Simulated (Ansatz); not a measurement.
# Lattice vibrations of TiRu2O6 at Γ

The calculation used Ansatz 0.2.0, DFT PBE, scalar-relativistic, plane waves, PAW. Plane waves to 420 eV; Γ-centred k mesh 12×12×8; Fermi-Dirac smearing of 0.15 eV. No spin polarisation. Phonons by linear response, acoustic sum rule imposed.

The cell, relaxed at this level:
```
Ti Ru O
1.0
     7.16204   -1.52222   -0.01019
     7.16204    1.52222   -0.01019
    -0.32287    0.00000    4.75986
Ti Ru O
1 2 6
Direct
  0.00000 0.00000 0.50000
  0.34454 0.34454 0.96471
  0.65546 0.65546 0.03529
  0.43618 0.43618 0.67097
  0.76749 0.76749 0.80978
  0.09520 0.09520 0.82787
  0.90480 0.90480 0.17213
  0.23251 0.23251 0.19022
  0.56382 0.56382 0.32903
```

The structure comes from a generated guess, relaxed at this level; another structure or a mixture of phases may lie lower. In a metal, frequencies depend on the k mesh and the smearing, soft modes most.

Question: Is this structure stable against zone-centre distortions?

Answer: No: 1 of the 24 optical modes are imaginary.

Question: List the optical modes at Γ (i marks imaginary ones).

Answer:
```tsv
frequency (cm⁻¹)	degeneracy
150i	1
129	1
159	1
182	1
236	1
237	1
252	1
288	1
300	1
329	1
380	1
381	1
424	1
431	1
461	1
467	1
478	1
480	1
489	1
512	1
522	1
550	1
563	1
695	1
```
